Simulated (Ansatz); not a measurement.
## What DFT gives for BaB2Rh2

```xyz
5
Lattice="-1.9481 1.9481 5.5981 1.9481 -1.9481 5.5981 1.9481 1.9481 -5.5981" Properties=species:S:1:pos:R:3 pbc="T T T"
Rh    0.0000    1.9481    2.7990
Rh    1.9481    0.0000    2.7990
Ba    0.0000    0.0000    0.0000
B     0.0000    0.0000    3.5716
B     0.0000    0.0000    7.6246
```

The numbers come from plane-wave PAW DFT (Ansatz): LDA, spin-orbit coupling, 420 eV, 6×6×6 Γ-centred k points, gaussian occupations (width 0.0583 eV). Nothing was relaxed.

The state carries no moments; the state need not be the lowest.

Problem. Metal or insulator?

Solution. It is a metal, with about 1.7 states/eV a cell as the mean within 0.25 eV of the Fermi level, mostly B p (39 %) and Rh d (32 %).

Problem. Is the cell too large or too small?

Solution. The pressure is -3.7 GPa (compression positive), so with the atoms held at these fractions the cell would first shrink. The principal stresses -4.6, -4.6, -2.0 GPa differ, so its shape would change too.

Problem. Which atom feels the largest force, and which way?

Solution. The largest is on B4 (and as large on other atoms): 0.11 eV/Å, components (0.00, 0.00, -0.11). It makes 68° with the line to a nearest neighbour, Rh1 at 2.10 Å.

Problem. How is the charge shared?

Solution. Bader charges in e: Ba +1.20, B -0.14, Rh -0.46. In the mean Ba gives up most and Rh takes most.

Problem. What is the formation energy?

Solution. -0.49 eV an atom against the elements' usual phases (free molecules for gases, crystals otherwise, with no correction for O₂ or N₂), so it is bound against them; other compounds may still compete. Relaxing would lower it.

Origin: a database entry at a rescaled volume. Caveats: the k mesh is coarse if the cell is a metal; the SCF threshold is loose for a stress.
